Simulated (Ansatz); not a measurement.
CoBi$_{3}$:
```yaml
crystal:
  lattice:
    - [8.95458, 0.00000, 0.00000]
    - [0.00000, 4.04336, 0.00000]
    - [0.00000, 0.00000, 11.86304]
  atoms:
    - { symbol: Co, position: [0.08772, 0.25000, 0.47921] }
    - { symbol: Co, position: [0.91228, 0.75000, 0.52079] }
    - { symbol: Co, position: [0.41228, 0.75000, 0.97921] }
    - { symbol: Co, position: [0.58772, 0.25000, 0.02079] }
    - { symbol: Bi, position: [0.41073, 0.25000, 0.82984] }
    - { symbol: Bi, position: [0.58927, 0.75000, 0.17016] }
    - { symbol: Bi, position: [0.08927, 0.75000, 0.32984] }
    - { symbol: Bi, position: [0.91073, 0.25000, 0.67016] }
    - { symbol: Bi, position: [0.30166, 0.25000, 0.10120] }
    - { symbol: Bi, position: [0.69834, 0.75000, 0.89880] }
    - { symbol: Bi, position: [0.19834, 0.75000, 0.60120] }
    - { symbol: Bi, position: [0.80166, 0.25000, 0.39880] }
    - { symbol: Bi, position: [0.37017, 0.25000, 0.40943] }
    - { symbol: Bi, position: [0.62983, 0.75000, 0.59057] }
    - { symbol: Bi, position: [0.12983, 0.75000, 0.90943] }
    - { symbol: Bi, position: [0.87017, 0.25000, 0.09057] }
```

Relaxed with r²SCAN. Special points in fractions of this cell's reciprocal vectors: Γ (0.000, 0.000, 0.000); X (0.500, 0.000, 0.000); S (0.500, 0.500, 0.000); Y (0.000, 0.500, 0.000); Z (0.000, 0.000, 0.500); U (0.500, 0.000, 0.500); R (0.500, 0.500, 0.500); T (0.000, 0.500, 0.500).

**Question.** List the band energies nearest the Fermi level at these points for the program Ansatz at the r²SCAN level (PAW).

**Answer.** In eV from the Fermi level; about four levels below and three above (degenerate sets whole), none deeper than 8.9 eV; points with the same levels are listed once.

```csv
k,below,above
Γ,-0.70 -0.62 -0.34 -0.07,0.49 0.52 0.82
X,-0.91 -0.91 -0.41 -0.41,0.08 0.08 0.59 0.59
S,-0.21 -0.21 -0.21 -0.21,1.41 1.41 1.41 1.41
Y,-0.74 -0.74 -0.69 -0.69,0.00 0.00 0.78 0.78
Z,-0.95 -0.95 -0.41 -0.41,0.02 0.02 0.71 0.71
U,-0.83 -0.83 -0.11 -0.11,0.05 0.05 0.53 0.53
R,-0.77 -0.77 -0.77 -0.77,0.03 0.03 0.03 0.03
T,-0.69 -0.69 -0.05 -0.05,0.65 0.65 0.93 0.93
```

Space group Pnma. The workflow started from a Materials Project entry (that database holds measured and hypothetical structures alike); the Crystallography Open Database copy checked does not list it. Whether it is the stable phase at ambient conditions was not checked. The r²SCAN relaxation kept the symmetry of its start; its stability against distortions is not shown here. The run is not spin-polarised. Its formation energy is positive at this level, so the cell may be metastable or incomplete. Scalar-relativistic: spin–orbit coupling is off unless named, which matters more the heavier the elements.

Potentials: the later of the program's two PAW sets.
